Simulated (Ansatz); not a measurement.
This cell of BP (zinc blende) is off equilibrium:

```xyz
4
Lattice="0.0000 4.5366 4.5366 2.2683 2.2683 4.5366 2.2683 2.2683 0.0000" Properties=species:S:1:pos:R:3 pbc="T T T"
P      3.4024     7.9390     7.8490
P      3.4024     5.6707     5.7607
B      0.0000     0.0000     0.0000
B      2.2683     4.5366     6.8049
```

All values below come from r2SCAN (plane waves to 500 eV, PAW, scalar-relativistic; Ansatz, a quantum-chemistry and plane-wave program). k mesh 12×12×12 (Γ-centred), Fermi-Dirac smearing 0.05 eV. Stress and pressure are positive under compression. BP was relaxed with its symmetry unable to fall.

Task: What forces act on the atoms (eV/Å, Cartesian)?

Result: 
```tsv
atom	Fx	Fy	Fz
P1	0.000	0.000	2.981
P2	0.000	0.000	-2.981
B3	0.000	0.000	0.000
B4	0.000	0.000	0.000
```

Task: What is the stress tensor (GPa)?

Result: 
```
   1.58     0.00     0.00
   0.00     1.58     0.00
   0.00     0.00     0.06
```
The pressure, a third of the trace, is 1.07 GPa.

(For displaced atoms, the force is minus the slope of the energy, and its curvature is a force constant, which sets phonon frequencies.)
